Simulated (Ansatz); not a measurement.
# Harmonic thermodynamics of Al4FeCo3

Computed with DFT PBE, scalar-relativistic, plane waves, PAW (Ansatz 0.2.0). Cutoff 420 eV, 8×8×16 k-points (Γ-centred), Fermi-Dirac smearing of 0.15 eV. No spin polarisation. Phonons by linear response, acoustic sum rule imposed.

The cell, relaxed at this level:
Space group P4/mmm (No. 123). a = 5.714 Å, b = 5.714 Å, c = 2.858 Å, α = 90.00°, β = 90.00°, γ = 90.00°
| atom | site | symmetry | x | y | z |
| --- | --- | --- | --- | --- | --- |
| Al | 4j | m.2m | 0.7484 | 0.7484 | 0.0000 |
| Fe | 1d | 4/mmm | 0.5000 | 0.5000 | 0.5000 |
| Co | 2e | mmm. | 0.5000 | 0.0000 | 0.5000 |
| Co | 1b | 4/mmm | 0.0000 | 0.0000 | 0.5000 |

The structure comes from a generated guess, relaxed at this level; another structure or a mixture of phases may lie lower. In a metal, frequencies and elastic constants depend on the k mesh and the smearing, soft modes and shear constants most. Some empty bands missed the eigensolver's threshold. The q mesh is coarse, so values between its points are rough.

Force constants from linear response on a 1×1×4 q mesh, interpolated to a fine mesh.

Phonon density of states, in bins of 10 cm⁻¹:
bin centre (cm⁻¹), share of modes (%) and a bar:
```
        5        0.0
       15        0.0
       25        0.0
       35        0.0
       45        0.1
       55        0.1
       65        0.2 #
       75        0.2 #
       85        0.3 #
       95        0.4 #
      105        0.6 ##
      115        0.8 ###
      125        0.8 ###
      135        1.1 ####
      145        1.2 ####
      155        1.6 #####
      165        2.3 ########
      175        4.1 ##############
      185        5.3 ##################
      195        7.2 ########################
      205        6.2 #####################
      215        6.1 ####################
      225        5.6 ###################
      235        4.7 ################
      245        1.0 ####
      255        0.0
      265        0.0
      275        0.7 ##
      285        2.7 #########
      295        5.7 ###################
      305        6.0 ####################
      315        3.7 ############
      325        3.0 ##########
      335        2.4 ########
      345        2.1 #######
      355        3.0 ##########
      365        4.2 ##############
      375        8.9 ##############################
      385        2.9 ##########
      395        3.6 ############
      405        1.0 ####
      415        0.1
```

Question: Give the zero-point energy per atom.

Answer: 49.6 meV.

Question: How large are the vibrational entropy and heat capacity at 300 K?

Answer: S = 2.64 k_B and C_V = 2.60 k_B per atom, 87 % of the Dulong–Petit value.

Question: Tabulate them against temperature.

Answer:
```
T (K)  F_vib (meV/atom)  S (k_B/atom)  C_V (k_B/atom)
  100              48.5          0.49            1.11
  200              39.2          1.66            2.21
  300              20.6          2.64            2.60
  400              -5.6          3.41            2.76
  500             -37.8          4.04            2.85
  600             -74.9          4.56            2.89
  700            -116.2          5.01            2.92
  800            -161.0          5.40            2.94
  900            -209.1          5.75            2.95
 1000            -259.9          6.06            2.96
```
